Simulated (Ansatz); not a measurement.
ZnCu:
```xyz
4
Lattice="0.0000 2.9662 2.9662 2.9662 0.0000 2.9662 2.9662 2.9662 0.0000" Properties=species:S:1:pos:R:3 pbc="T T T"
Cu     0.0000     0.0000     0.0000
Cu     1.4831     1.4831     1.4831
Zn     2.9662     2.9662     2.9662
Zn     4.4493     4.4493     4.4493
```

Relaxed with PBE. Special points in fractions of this cell's reciprocal vectors: Γ (0.000, 0.000, 0.000); X (0.500, 0.000, 0.500); U (0.625, 0.250, 0.625); K (0.375, 0.375, 0.750); L (0.500, 0.500, 0.500); W (0.500, 0.250, 0.750).

Problem. List the band energies nearest the Fermi level at these points for PBE (plane waves, PAW; program Ansatz).

Solution. In eV from the Fermi level; about four levels below and three above (degenerate sets whole), none deeper than 8.9 eV; points with the same levels are listed once.

```json
[
 {"k": "Γ", "below": "-2.86 -2.86 -2.86 -2.30 -2.30", "above": "4.17 4.17 4.17"},
 {"k": "X", "below": "-2.21 -2.21 -1.83 -1.83", "above": "1.85 1.85 11.74 11.74"},
 {"k": "U", "below": "-2.30 -2.21 -2.08 -0.64", "above": "2.04 5.23 9.11"},
 {"k": "L", "below": "-2.59 -2.59 -2.41 -2.41 -2.18", "above": "2.95 2.95 3.04 3.04"},
 {"k": "W", "below": "-2.19 -2.19 -2.19 -2.19", "above": "5.54 5.54 5.80 5.80"}
]
```

Space group Fd-3m. The start of the workflow was typed in or built on a structure type; neither database checked (COD, Materials Project) lists it. It is not the phase usual at ambient conditions (space group No. 221). The cell was relaxed with PBE under the symmetry of its start; whether a distortion lowers the energy is not shown. No spin polarisation was allowed.

Potentials: the earlier of the program's two PAW sets.
